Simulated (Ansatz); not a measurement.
GaP:
```
CELL_PARAMETERS angstrom
      0.00000     2.71944     2.71944
      2.71944     0.00000     2.71944
      2.71944     2.71944     0.00000
ATOMIC_POSITIONS crystal
  Ga 0.00000 0.00000 0.00000
  P  0.75000 0.75000 0.75000
```

Tensor components refer to the Cartesian frame of this cell.

Problem. Give the high-frequency dielectric tensor and the Born effective charge tensors of the independent atoms from DFPT, PBEsol (plane waves, PAW; program Ansatz).

Solution. 
ε∞:
```
10.6  0.00  0.00
0.00  10.6  0.00
0.00  0.00  10.6
```
Z* of atom 1 (Ga), rows: field, columns: displacement, in e:
```
2.11  0.00  0.00
0.00  2.11  0.00
0.00  0.00  2.11
```
Z* of atom 2 (P), rows: field, columns: displacement, in e:
```
-2.11   0.00   0.00
 0.00  -2.11   0.00
 0.00   0.00  -2.11
```

Space group F-43m (zinc blende). The cell was relaxed with PBEsol under the symmetry of its start. Spin–orbit coupling is left out wherever it is not named.

Potentials: the earlier of the program's two PAW sets. The files were generated under PBE; for other functionals the program regenerates the frozen cores, and for LDA and PBEsol the local potential too.
